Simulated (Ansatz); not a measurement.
ZrN in space group P-6m2 (No. 187; Zr on 1a, N on 1f), the program Ansatz at the PBE level (PAW), all energies at zero smearing, with the estimated change up to a 700 eV cutoff added, with one set of potentials and settings (totals compare only within such a set). Cell of 2 atoms (1 Zr, 1 N): -4570.540 eV.

```csv
element,reference phase,E (eV/atom)
Zr,"P6_3/mmc, 2 atoms in the cell",-4183.8362
N,"Pa-3, 8 atoms in the cell",-384.0325
```

Formation energy per atom, worked out: (-4570.540 − 1×(-4183.8362) − 1×(-384.0325))/2 = -1.336 eV/atom (-129 kJ per mol of atoms), at 0 K, without zero-point energy or fitted corrections.

A made-up cell: these elements were put on the sites of a structure type; the Crystallography Open Database copy checked does not list it. It is not the phase usual at ambient conditions (space group No. 225). The cell was relaxed with PBE under the symmetry of its start; whether a distortion lowers the energy is not shown. No spin polarisation was allowed. The references are the lowest solids computed at this level, not always the standard phases (solids in place of the gases).

Potentials: the later of the program's two PAW sets.
